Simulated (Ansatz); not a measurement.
# Density of states of Sr

```cif
data_structure
_symmetry_space_group_name_H-M 'P6_3/mmc'
_symmetry_Int_Tables_number 194
_cell_length_a 4.3100
_cell_length_b 4.3100
_cell_length_c 7.0500
_cell_angle_alpha 90.000
_cell_angle_beta 90.000
_cell_angle_gamma 120.000
_cell_volume 113.42
loop_
_atom_site_label
_atom_site_type_symbol
_atom_site_symmetry_multiplicity
_atom_site_Wyckoff_symbol
_atom_site_fract_x
_atom_site_fract_y
_atom_site_fract_z
_atom_site_occupancy
Sr1 Sr 2 c 0.33333 0.66667 0.25000 1
```

The runs use the primitive cell with vectors (4.310, 0.000, 0.000), (-2.155, 3.733, 0.000), (0.000, 0.000, 7.050) Å, to which the k mesh refers.

The cell is COD entry 1540836, as deposited and not checked against the literature; nothing was relaxed.

Theory: DFT, LDA, all-electron LAPW, scalar-relativistic in Ansatz 0.2.0.

Settings: a Γ-centred 10×10×5 k mesh, Fermi–Dirac smearing of 0.08 eV, basis error target 1 meV/atom, no spin polarisation.

States per eV and cell, averaged over 0.4 eV, from -3.8 to 0.0 eV, with energies (bin centres) from the Fermi level; empty bins are left out. 

```csv
E (eV),total
-3.7,0.01
-3.3,0.28
-2.9,0.53
-2.5,0.62
-2.1,0.86
-1.7,1.10
-1.3,1.61
-0.9,1.76
-0.5,2.01
-0.1,1.48
```
